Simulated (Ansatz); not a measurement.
Relaxed C (diamond):

```yaml
crystal:
  lattice:
    - [0.00000, 3.57157, 3.57157]
    - [1.78578, 0.00000, 1.78578]
    - [1.78578, 1.78578, 0.00000]
  atoms:
    - { symbol: C, position: [0.25000, 0.50000, 0.50000] }
    - { symbol: C, position: [0.75000, 0.50000, 0.50000] }
    - { symbol: C, position: [0.37500, 0.75000, 0.75000] }
    - { symbol: C, position: [0.87500, 0.75000, 0.75000] }
```

The numbers are results of PBE (plane waves to 420 eV, PAW, scalar-relativistic; Ansatz, a first-principles code), not measurements. k mesh 13×13×13 (Γ-centred), Fermi-Dirac smearing 0.05 eV. C was relaxed with its symmetry unable to fall.

One atom of the cell was then moved (with its periodic images), all else fixed, and the forces (eV/Å) came out as:

```tsv
atom	Fx	Fy	Fz
C1	-0.652	-0.654	-0.047
C2	-0.126	-0.126	-0.003
C3	0.792	0.794	0.048
C4	-0.014	-0.014	0.002
```

Task: Which atom was moved, and by which vector (Å)?

Result: C3, by (-0.02, -0.02, 0.00), 0.03 Å in all.

(A displaced cell: forces are minus the slopes of the energy, force constants its curvatures, and phonons follow from these.)
